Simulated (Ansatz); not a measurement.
Start of a relaxation of Ta₂F:

```cif
data_structure
_symmetry_space_group_name_H-M 'Cmmm'
_symmetry_Int_Tables_number 65
_cell_length_a 3.5324
_cell_length_b 4.1212
_cell_length_c 6.2481
_cell_angle_alpha 90.000
_cell_angle_beta 90.000
_cell_angle_gamma 90.000
_cell_volume 90.96
loop_
_atom_site_label
_atom_site_type_symbol
_atom_site_symmetry_multiplicity
_atom_site_Wyckoff_symbol
_atom_site_fract_x
_atom_site_fract_y
_atom_site_fract_z
_atom_site_occupancy
Ta1 Ta 4 l 0.50000 0.00000 0.21771 1
F1 F 2 b 0.50000 0.00000 0.00000 1
```

These are results of Ansatz, DFT PBE, scalar-relativistic, plane waves, PAW, not measurements. Cutoff 420 eV, Gaussian smearing, Γ-centred meshes. Cell and atoms relax first on a coarse mesh and then on a finer one. In between, the cell is made exact in the group found at 0.06 Å. In metals the finer mesh still leaves noise of several meV/atom or more. The steps can't lower the symmetry of their start. No spin polarisation in the relaxation; trial moments died out in a coarse test.

A guess keeps its type if space group and coordination stay and the shape of the cell changes little (axis ratios within about 15 %, angles within 6°); the volume may change.

Problem. Will the relaxed cell still be of the starting type?

Solution. It doesn't keep its type. The symmetry stays Cmmm (No. 65). The volume per atom grows by 12.7 %, from 15.2 to 17.1 Å³. The shortest distance goes from 1.36 Å (Ta–F) to 2.07 Å (Ta–F). Counting neighbours within 15 % of an atom's shortest distance, the start has F 2, Ta 1 and the end F 2, Ta 1. In detail, at the end around Ta lie 1 F at 2.07 Å, 4 Ta at 2.78 Å, 1 Ta at 2.97 Å and 2 Ta at 3.14 Å; F is surrounded by 2 Ta at 2.07 Å.

```cif
data_structure
_symmetry_space_group_name_H-M 'Cmmm'
_symmetry_Int_Tables_number 65
_cell_length_a 3.1365
_cell_length_b 4.5947
_cell_length_c 7.1124
_cell_angle_alpha 90.000
_cell_angle_beta 90.000
_cell_angle_gamma 90.000
_cell_volume 102.50
loop_
_atom_site_label
_atom_site_type_symbol
_atom_site_symmetry_multiplicity
_atom_site_Wyckoff_symbol
_atom_site_fract_x
_atom_site_fract_y
_atom_site_fract_z
_atom_site_occupancy
Ta1 Ta 4 l 0.50000 0.00000 0.29149 1
F1 F 2 b 0.50000 0.00000 0.00000 1
```

The last run used an 18×18×8 mesh (in the run's order of axes) for its 3-atom cell and Gaussian smearing of 0.10 eV. Spin–orbit coupling, which can matter for Ta, is left out. An odd number of electrons in the primitive cell allows no gap without spin; a larger cell or a magnetic state could open one. A structure relaxed within its symmetry needn't be a true minimum. Another cell of Ta2F relaxed alike, in C2/m, lies 242 meV/atom lower, so this cell isn't the stable form at this level.
